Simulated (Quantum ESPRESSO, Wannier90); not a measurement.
Wannierisation of Al$_{2}$Cu (I4/mcm)

Cell from Materials Project (mp-998), symmetrised, no further relaxation. COD (Crystallography Open Database) has an entry of this formula and space group (matched by these alone). Level: LDA, no spin polarisation, no spin-orbit coupling; pw.x of Quantum ESPRESSO at 74 Ry with PseudoDojo potentials, 4×4×4 k-points, Wannier90. Density: 12×12×12 mesh, cold smearing 0.01 Ry.

```
begin unit_cell_cart
ang
   -2.9989000000    2.9989000000    2.3927350000
    2.9989000000   -2.9989000000    2.3927350000
    2.9989000000    2.9989000000   -2.3927350000
end unit_cell_cart
mp_grid = 4 4 4
```

Which shells of neighbouring k-points and which b-vectors and weights does Wannier90 pick for this cell and mesh?


```
 *---------------------------------- K-MESH ----------------------------------*
 +----------------------------------------------------------------------------+
 |                    Distance to Nearest-Neighbour Shells                    |
 |                    ------------------------------------                    |
 |          Shell             Distance (Ang^-1)          Multiplicity         |
 |          -----             -----------------          ------------         |
 |             1                   0.370376                      4            |
 |             2                   0.419920                      8            |
 |             3                   0.523791                      4            |
 |             4                   0.656486                      2            |
 |             5                   0.671334                     16            |
 |             6                   0.740752                      4            |
 |             7                   0.753759                      8            |
 |             8                   0.828186                      8            |
       ... (lines left out)
 +----------------------------------------------------------------------------+
 | The b-vectors are chosen automatically                                     |
 | The following shells are used:                       1,  2                 |
 +----------------------------------------------------------------------------+
 |                        Shell   # Nearest-Neighbours                        |
 |                        -----   --------------------                        |
 |                          1               4                                 |
 |                          2               8                                 |
 +----------------------------------------------------------------------------+
 | Completeness relation is fully satisfied [Eq. (B1), PRB 56, 12847 (1997)]  |
 +----------------------------------------------------------------------------+
 |                  b_k Vectors (Ang^-1) and Weights (Ang^2)                  |
 |                  ----------------------------------------                  |
 |            No.         b_k(x)      b_k(y)      b_k(z)        w_b           |
 |            ---        --------------------------------     --------        |
 |             1         0.261895    0.261895    0.000000     2.484724        |
 |             2        -0.261895   -0.261895    0.000000     2.484724        |
 |             3        -0.261895    0.261895    0.000000     2.484724        |
 |             4         0.261895   -0.261895    0.000000     2.484724        |
 |             5         0.261895    0.000000    0.328243     1.160164        |
 |             6         0.000000    0.261895    0.328243     1.160164        |
 |             7         0.000000   -0.261895    0.328243     1.160164        |
 |             8        -0.261895    0.000000    0.328243     1.160164        |
 |             9        -0.261895    0.000000   -0.328243     1.160164        |
 |            10         0.000000    0.261895   -0.328243     1.160164        |
 |            11         0.000000   -0.261895   -0.328243     1.160164        |
 |            12         0.261895    0.000000   -0.328243     1.160164        |
```
